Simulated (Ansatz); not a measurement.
Starting cell, Al₂Au (fluorite type, space group Fm-3m):

```yaml
crystal:
  lattice:
    - [0.00000, 6.05991, 6.05991]
    - [3.02996, 0.00000, 3.02996]
    - [3.02996, 3.02996, 0.00000]
  atoms:
    - { symbol: Al, position: [0.12500, 0.25000, 0.25000] }
    - { symbol: Al, position: [0.62500, 0.25000, 0.25000] }
    - { symbol: Al, position: [0.37500, 0.75000, 0.75000] }
    - { symbol: Al, position: [0.87500, 0.75000, 0.75000] }
    - { symbol: Au, position: [0.00000, 0.00000, 0.00000] }
    - { symbol: Au, position: [0.50000, 0.00000, 0.00000] }
```

The atoms are displaced by Q × the pattern below (from a DFPT mode at L = (0.5, 0.0, 0.0), largest move 1; Q in Å), at fixed cell. (q is in reciprocal vectors of the primitive cell; the cell shown is doubled to hold the pattern.)

```csv
atom,x,y,z
Al1,0.154,-0.154,-0.154
Al2,-0.154,0.154,0.154
Al3,-0.154,0.154,0.154
Al4,0.154,-0.154,-0.154
Au5,-0.577,0.577,0.577
Au6,0.577,-0.577,-0.577
```

Computed with PBE (plane waves to 420 eV, PAW, scalar-relativistic; Ansatz, a program for electronic structure). k mesh 13×13×13 (Γ-centred), Fermi-Dirac smearing 0.05 eV. With partly filled bands, energies and forces of such displacements shift with the k mesh and the smearing. Al2Au was relaxed with its symmetry unable to fall. Spin-orbit coupling is left out, though Au is heavy. 

```tsv
Q (Å)	−dE/dQ from forces (eV/Å)
-0.280	5.265
-0.233	4.456
-0.187	3.612
-0.140	2.737
-0.093	1.838
-0.047	0.923
0.000	0.000
0.047	-0.923
0.093	-1.838
0.140	-2.737
0.187	-3.612
0.233	-4.456
0.280	-5.265
```

Problem. What harmonic wavenumber does the curvature at Q = 0 give?

Solution. 116 cm⁻¹. E″ = 19.82 eV/Å², M = Σ mᵢ|uᵢ|² = 401.6 u, ν̃ = 521.5·√(|E″|/M).

(A displaced cell: forces are minus the slopes of the energy, force constants its curvatures, and phonons follow from these.)
